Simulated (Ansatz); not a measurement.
# Data sheet: Sr$_{2}$CaWO$_{6}$ (DFT)

Sr$_{2}$CaWO$_{6}$:
```xyz
10
Lattice="-2.8613 2.8613 4.1609 2.8613 -2.8613 4.1609 2.8613 2.8613 -4.1609" Properties=species:S:1:pos:R:3 pbc="T T T"
Sr     2.8613     0.0000     2.0804
Sr     0.0000     2.8613     2.0804
Ca     0.0000     0.0000     4.1609
W      0.0000     0.0000     0.0000
O      1.1771     1.9378     4.1609
O      1.6842     0.9235     0.0000
O      0.9235     4.0383     0.0000
O      1.9378    -1.1771     4.1609
O      0.0000     0.0000     1.9263
O      0.0000     0.0000     6.3955
```

Space group I4/m (No. 87); conventional cell a = b = 5.7226 Å, c = 8.3218 Å, α = β = γ = 90.00°.

Method: plane-wave PAW PBEsol (Ansatz code). Structure relaxed to zero pressure with the same functional. Other levels are named where they apply.

### Cell and energy

- Volume per atom = 13.63 Å³
- Density = 6.03 g/cm³
- Formation energy from the elements (no fitted shifts) = -2.83 eV/atom

### Electronic structure

Band gap: 3.05 eV (indirect)
Valence-band maximum: off the standard path, at k = (-0.094, 0.427, -0.010) in fractions of the reciprocal vectors
Conduction-band minimum: at X (2 equivalent valleys)
Smallest direct gap on the standard path: 3.16 eV
Electron effective mass: 0.59, 0.72, 4.0 mₑ (principal values)
Electron effective mass with spin–orbit coupling: 0.61, 0.74, 4.2 mₑ (principal values)
Hole effective mass: 1.4, 3.1, 6.0 mₑ (principal values)
Hole effective mass with spin–orbit coupling: 1.4, 3.1, 6.1 mₑ (principal values)
HSE06 gap on the PBEsol cell: 4.54 eV
Gap with spin–orbit coupling: 3.03 eV

### Mechanics

- Bulk modulus (Birch–Murnaghan fit): 123 GPa
- Pressure derivative B′: 4.7

### Dielectric response

* **Electronic dielectric constant ε∞ (DFPT)**: 4.39 (xx = yy), 4.48 (zz)
* **Born charges (a third of the trace)**: Sr +2.55, Ca +3.06, W +7.15, O -2.56 to -2.53 e

### Charges

- Bader charges = Sr +1.59, Ca +1.51, W +2.97, O -1.29 to -1.27 e

The first step of the workflow began from a Materials Project structure, measured or hypothetical; the Crystallography Open Database copy checked does not list it. COD files the formula under space group No. 14. Its standing as an ambient phase is unchecked. The PBEsol relaxation kept the symmetry of its start; whether a distortion lowers the energy is not shown. The run is not spin-polarised. No Hubbard U is applied. The references are the lowest solids computed at this level, not always the standard phases (solids in place of the gases). Spin–orbit coupling is left out wherever it is not named.

Potentials: the later of the program's two PAW sets.
